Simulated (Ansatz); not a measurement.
## HfZrSe₄ (P-3m1) at 2 levels of theory

One geometry, relaxed with PBE; plane waves with PAW potentials in Ansatz, scalar-relativistic. No spin polarisation. Gaps are the least over mesh and band path; pressure is positive in compression, and isn't given for hybrids.

```
Zr Hf Se
1.0
     3.78552    0.00000    0.00000
    -1.89276    3.27835    0.00000
     0.00000    0.00000   13.92916
Zr Hf Se
1 1 4
Cartesian
  0.0000 0.0000 0.0000
  0.0000 0.0000 6.9646
  0.0000 2.1856 12.3404
  0.0000 2.1856 5.3944
  1.8928 1.0928 8.5348
  1.8928 1.0928 1.5887
```

```csv
level,cutoff (eV),k mesh,gap (eV),pressure (GPa)
PBE,420,12×12×4,0.43,0.0
```

What comes out on the same cell with HSE06?

| level | cutoff (eV) | k mesh | gap (eV) | pressure (GPa) |
| --- | --- | --- | --- | --- |
| HSE06 | 420 | 6×6×2 | 1.09 | - |

Spin-orbit coupling matters for the bands of heavy elements and is left out. The cell holds layers, chains or molecules and no dispersion correction was added, so their binding is poorly described.

The cell was found from a structure generator's guess, not taken from experiment.
